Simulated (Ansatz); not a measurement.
All numbers below come from Ansatz 0.2.0, DFT PBEsol, scalar-relativistic, plane waves, PAW.

Structure of Ti₂O:

```
CELL_PARAMETERS angstrom
2.95295 0.00000 0.00000
-1.47648 2.55733 0.00000
0.00000 0.00000 4.72373
ATOMIC_POSITIONS crystal
Ti 0.66667 0.33333 0.26267
Ti 0.33333 0.66667 0.73733
O 0.00000 0.00000 0.00000
```

Cutoff 420 eV; k points 18×18×10 on the computed 3-atom cell (Γ-centred); Gaussian smearing, width 0.10 eV; no spin polarisation.

Levels along Γ–M–K–Γ–A–L–H–A | L–M | H–K, in eV from the Fermi level, sorted by energy at each point. Points in fractions of the primitive reciprocal vectors: Γ (0.000 0.000 0.000), M (0.500 0.000 0.000), K (0.333 0.333 0.000), A (0.000 0.000 0.500), L (0.500 0.000 0.500), H (0.333 0.333 0.500).
```
point k (1/Å, with 2π) band 12  band 13  band 14  band 15  band 16  band 17  band 18
    Γ             0.000    -6.36    -3.65    -0.01     0.20     0.57     0.57     1.04
    -             0.175    -6.38    -3.47    -0.44     0.23     0.64     0.80     0.88
    -             0.351    -6.42    -3.05    -0.97     0.06     0.70     0.79     1.00
    -             0.526    -6.50    -2.63    -1.36    -0.32     0.78     1.08     1.39
    -             0.702    -6.59    -2.41    -1.52    -0.56     1.01     1.28     1.78
    -             0.877    -6.67    -2.48    -1.44    -0.61     1.32     1.33     2.24
    -             1.053    -6.73    -2.63    -1.33    -0.55     1.32     1.64     2.72
    M             1.228    -6.76    -2.69    -1.30    -0.50     1.32     1.78     2.91
    -             1.330    -6.79    -2.65    -1.30    -0.55     1.34     1.76     2.83
    -             1.431    -6.89    -2.52    -1.32    -0.67     1.41     1.69     2.69
    -             1.532    -7.04    -2.34    -1.35    -0.82     1.51     1.60     2.56
    -             1.634    -7.04    -2.12    -1.37    -0.96     1.52     1.64     2.46
    -             1.735    -7.01    -1.94    -1.37    -1.08     1.48     1.74     2.32
    -             1.836    -6.99    -1.83    -1.32    -1.18     1.50     1.72     2.30
    K             1.938    -6.98    -1.81    -1.25    -1.25     1.60     1.60     2.33
    -             2.140    -7.00    -1.85    -1.41    -1.16     1.38     1.92     2.26
    -             2.343    -7.01    -1.93    -1.59    -1.07     1.25     1.86     2.17
    -             2.546    -6.81    -2.10    -1.67    -0.86     1.05     1.49     2.06
    -             2.748    -6.60    -2.43    -1.52    -0.50     0.79     1.12     1.79
    -             2.951    -6.46    -2.91    -1.11    -0.04     0.68     0.79     1.16
    -             3.154    -6.38    -3.41    -0.52     0.23     0.65     0.80     0.84
    Γ             3.356    -6.36    -3.65    -0.01     0.20     0.57     0.57     1.04
    -             3.451    -6.36    -3.59    -0.16     0.35     0.55     0.55     0.99
    -             3.546    -6.37    -3.42    -0.38     0.48     0.48     0.57     1.02
    -             3.641    -6.39    -3.14    -0.60     0.36     0.36     0.78     1.16
    -             3.736    -6.40    -2.80    -0.82     0.25     0.25     0.98     1.37
    -             3.831    -6.41    -2.43    -1.06     0.16     0.16     1.14     1.64
    -             3.926    -6.42    -2.04    -1.33     0.10     0.10     1.25     1.92
    A             4.021    -6.43    -1.76    -1.57     0.08     0.08     1.29     2.04
    -             4.197    -6.44    -1.86    -1.48    -0.09     0.17     1.37     1.82
    -             4.372    -6.47    -2.04    -1.26    -0.45     0.42     1.34     1.63
    -             4.548    -6.51    -2.15    -1.05    -0.77     0.77     0.99     1.63
    -             4.723    -6.57    -2.07    -1.23    -0.69     0.58     1.03     1.78
    -             4.899    -6.63    -1.81    -1.44    -0.57     0.20     1.11     2.13
    -             5.074    -6.67    -1.67    -1.38    -0.55    -0.08     1.11     2.56
    L             5.250    -6.68    -1.69    -1.23    -0.60    -0.16     1.10     2.68
    -             5.351    -6.73    -1.64    -1.23    -0.56    -0.22     1.19     2.62
    -             5.452    -6.86    -1.50    -1.24    -0.43    -0.37     1.40     2.44
    -             5.554    -7.04    -1.30    -1.24    -0.51    -0.23     1.62     2.21
    -             5.655    -7.10    -1.25    -1.08    -0.62     0.02     1.67     1.96
    -             5.756    -7.08    -1.26    -0.90    -0.69     0.34     1.52     1.71
    -             5.858    -7.07    -1.26    -0.78    -0.72     0.73     1.30     1.48
    H             5.959    -7.06    -1.26    -0.73    -0.73     1.08     1.08     1.32
    -             6.162    -7.08    -1.29    -0.83    -0.74     0.79     0.85     1.82
    -             6.364    -7.15    -1.49    -1.00    -0.77     0.62     0.78     1.71
    -             6.567    -6.92    -1.84    -1.05    -0.81     0.58     1.00     1.37
    -             6.770    -6.67    -2.09    -0.94    -0.90     0.65     1.19     1.29
    -             6.972    -6.51    -2.08    -1.19    -0.56     0.48     1.38     1.45
    -             7.175    -6.44    -1.88    -1.45    -0.14     0.20     1.39     1.75
    A             7.378    -6.43    -1.76    -1.57     0.08     0.08     1.29     2.04
    L             7.378    -6.68    -1.69    -1.23    -0.60    -0.16     1.10     2.68
    -             7.473    -6.68    -1.78    -1.21    -0.62    -0.04     1.13     2.68
    -             7.567    -6.70    -1.98    -1.20    -0.64     0.21     1.21     2.67
    -             7.663    -6.71    -2.20    -1.21    -0.63     0.51     1.33     2.66
    -             7.758    -6.73    -2.40    -1.24    -0.59     0.81     1.48     2.67
    -             7.853    -6.74    -2.56    -1.27    -0.55     1.06     1.63     2.72
    -             7.948    -6.75    -2.66    -1.29    -0.52     1.25     1.74     2.82
    M             8.043    -6.76    -2.69    -1.30    -0.50     1.32     1.78     2.91
    H             8.043    -7.06    -1.26    -0.73    -0.73     1.08     1.08     1.32
    -             8.138    -7.06    -1.30    -0.77    -0.77     1.12     1.12     1.37
    -             8.233    -7.05    -1.39    -0.85    -0.85     1.21     1.21     1.51
    -             8.328    -7.03    -1.50    -0.97    -0.97     1.33     1.33     1.69
    -             8.423    -7.01    -1.62    -1.08    -1.08     1.44     1.44     1.89
    -             8.518    -7.00    -1.72    -1.17    -1.17     1.53     1.53     2.07
    -             8.613    -6.99    -1.78    -1.23    -1.23     1.58     1.58     2.22
    K             8.708    -6.98    -1.81    -1.25    -1.25     1.60     1.60     2.33
```

Spin polarisation was left out, and a magnetic state may lie lower.

Cost: 1 run of about 0.81 core-minutes, on AMD EPYC 7R13 Processor (Zen 3) (shared hosts).